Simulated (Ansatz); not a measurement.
**WC: from a starting cell to a relaxed one**

The start is a relaxed WC cell displaced along its unstable phonon at q = Γ (209i cm⁻¹), largest move 0.15 Å. Cell shape, volume and atoms are optimised at zero target pressure with PBE (plane waves to 420 eV, PAW, scalar-relativistic; Ansatz, a quantum-chemistry and plane-wave program). First-step values are on the input's coarse k-mesh.

Ansatz input (later rounds restart from its end on a renewed k-mesh):
Ansatz 0.2 input:
```yaml
crystal:
  lattice:
    - [1.4091133311, -3.8783630761, 0]
    - [1.4091133311, 3.8783630761, 0]
    - [0, 0, 3.8365005178]
  atoms:
    - { symbol: C, position: [0.6011158426, 0.3988841574, 0.210901869] }
    - { symbol: C, position: [0.3988841574, 0.6011158426, 0.710901869] }
    - { symbol: W, position: [0.8820123661, 0.1179876339, 0.2525544048] }
    - { symbol: W, position: [0.1179876339, 0.8820123661, 0.7525544048] }
basis: { ecutwfc: 420, ecutrho_ratio: 4, xc_grid: 2, fft_grid_basis: typed }
kpoints: { mp_grid: { grid: [12, 12, 9] } }
hamiltonian:
  xc: pbe
  dispersion: none
  pseudopotentials: { azcp: { folder: ./paw }, kind: paw }
scf: { occupations: { method: fermi_dirac, width: 0.05 } }
relax: { f_tol: 0.01, max_steps: 100, cell: { stress_tol: 0.02 } }
output: { forces: true, stress: true }
```

How large is the pressure on the unrelaxed cell, and of which sign?

+2.1 GPa (positive: the cell is compressed).

Which atoms feel the largest initial force, and how large is it?

0.35 eV/Å, on W3, W4 (atoms numbered as listed).

How much energy is released per atom?

0.14 eV/atom.

How does the volume per atom move from start to end?

+9.6 %, from 10.48 to 11.49 Å³/atom.

Does it find its way back to the structure it was made from?

It does not go back: it reaches Cmc2₁ (No. 36), 0.15 eV/atom below the parent.

How do the shortest distances between atoms change?

The closest pairs of elements (up to four, under 3.6 Å), start → end: C–W 2.18 → 2.07 Å; C–C 2.48 → 2.77 Å; W–W 2.65 → 2.89 Å.

What band gap does the relaxed structure have at this level?

Zero (metallic).

What does it relax into? Give the structure.


Space group Cmc2₁ (No. 36); a = 2.8899 Å, b = 6.3641 Å, c = 4.9996 Å, α = β = γ = 90.00°

| atom | site | symmetry | x | y | z |
|---|---|---|---|---|---|
| C | 4a | m.. | 0.0000 | 0.5932 | 0.1432 |
| W | 4a | m.. | 0.0000 | 0.1134 | 0.8202 |
(The calculation used a cell of 4 atoms; values per cell refer to that cell.)

Final values are on a 18×18×9 k-mesh of the relaxed cell. No spin polarisation in the result.

The run could not lose the symmetry of its start, so the end can be a saddle point.

The relaxed structure here is a generated cell of WC: the first start was made by placing the elements on the sites of a structure type, and the end was not matched to a known phase here, so it may be hypothetical. Known forms of WC include space group No. 187.
